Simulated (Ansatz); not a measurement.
Rough cost of magnetic runs on RbMnSe2 (I-4m2) in Ansatz 0.2.0, 2 threads of Arm Neoverse V2, on a shared host.

```yaml
crystal:
  lattice:
    - [-2.02179, 2.02179, 7.06708]
    - [2.02179, -2.02179, 7.06708]
    - [2.02179, 2.02179, -7.06708]
  atoms:
    - { symbol: Rb, position: [0.00000, 0.00000, 0.00000] }
    - { symbol: Mn, position: [0.25000, 0.75000, 0.50000] }
    - { symbol: Se, position: [0.65258, 0.65258, 0.00000] }
    - { symbol: Se, position: [0.34742, 0.34742, 0.00000] }
```

```tsv
run	functional, mesh	k points solved	bands	iterations	wall time (s)	peak memory (GiB)
PAW: U = 2 eV on Mn d	PBEsol, 10×10×10	102	36	15	110	0.94
LAPW: no U	PBEsol, 10×10×10	102	57	15	490	1.7
LAPW: U = 2 eV on Mn d	PBEsol, 10×10×10	102	57	17	510	1.9
LAPW: U = 4 eV on Mn d	PBEsol, 10×10×10	102	57	16	480	2
LAPW: U = 6 eV on Mn d	PBEsol, 10×10×10	102	57	16	510	2
PAW: U = 4 eV on Mn d	PBEsol, 10×10×10	102	36	15	70	0.92
PAW: no U	PBEsol, 10×10×10	102	36	14	65	0.8
PAW: U = 6 eV on Mn d	PBEsol, 10×10×10	102	36	17	110	0.94
```

Problem. Roughly how much dearer is an iteration by LAPW than by PAW among the runs with the first row's mesh and spin treatment (collinear)?

Solution. About 6 times (medians of wall time over iterations; times from a shared host are rough).

Runs with the default search for lower states can spend part of their time in further cycles.
